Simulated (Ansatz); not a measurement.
An Ansatz (a first-principles code) input:

Ansatz 0.2 input:
```yaml
crystal:
  lattice:
    - [4.132690752, 0.0, 0.0]
    - [0.0, 4.132690752, 0.0]
    - [0.0, 0.0, 4.132690752]
  atoms:
    - { symbol: Al, position: [0.0, 0.0, 0.0] }
    - { symbol: Pt, position: [0.0, 0.5, 0.5] }
    - { symbol: Pt, position: [0.5, 0.0, 0.5] }
    - { symbol: Pt, position: [0.5, 0.5, 0.0] }
    - { symbol: C, position: [0.5, 0.5, 0.5] }
kpoints:
  mp_grid: { grid: [7, 7, 7] }
  band_path:
    path:
      - [[0.0, 0.0, 0.0], [0.0, 0.5, 0.0], [0.5, 0.5, 0.0], [0.0, 0.0, 0.0], [0.5, 0.5, 0.5], [0.0, 0.5, 0.0]]  # Γ-X-M-Γ-R-X
      - [[0.5, 0.5, 0.5], [0.5, 0.5, 0.0]]  # R-M
    npoints: 12
basis: { xc_grid: 2 }
hamiltonian:
  xc: pbesol
  pseudopotentials: { kind: paw }
magnetization: { noncollinear: true, spin_orbit: true }
scf:
  n_extra_bands: 13
  convergence: { dr2_threshold: 0.0000000001 }
  occupations: { method: gaussian, width: 0.05 }
output: { eigenvalues: true }
```

Task: How many symmetry operations and irreducible k-points will the run report?

Result: 48 operations, 20 of 343 k-points.

Task: With a cutoff of 420 eV, how many plane waves at Γ?

Result: 1357.

It took about 90 core-seconds (a rough figure) on shared server cores.

Space group Pm-3m (anti-perovskite). The start of the workflow was typed in or built on a structure type; neither database checked (COD, Materials Project) lists it. Its standing as an ambient phase is unchecked. Symmetry was held in the PBEsol relaxation. At this level the phase is dynamically unstable (imaginary phonons). The run is not spin-polarised. Its formation energy is positive at this level, so the cell may be metastable or incomplete.

Potentials: the later of the program's two PAW sets.

Ansatz is a plane-wave DFT program.
